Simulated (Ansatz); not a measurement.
**Question.** Name crystals whose computed values (the program Ansatz at the HSE06 level (PAW)) fall in these windows: B₀ by P(V) fit (GPa) 82 to 100; gap (eV) 4.2 to 4.9.

**Answer.** 

| crystal | B₀ by P(V) fit (GPa) | gap (eV) |
|---|---|---|
| SrO, NiAs type | 88.7 | 4.54 |
| CaO, P6_3/mmc (Ca on 2d, O on 2c) | 91.9 | 4.57 |
| SrO, rock salt | 92.5 | 4.79 |
Others may fit too.

Not the usual ambient phase: SrO, NiAs type; CaO, P6_3/mmc (Ca on 2d, O on 2c). All cells were relaxed under the symmetry of their starts (and spin orders); stability against distortions was not tested throughout. Scalar-relativistic: spin–orbit coupling is off unless named, which matters more the heavier the elements.

Potentials: the later of the program's two PAW sets.
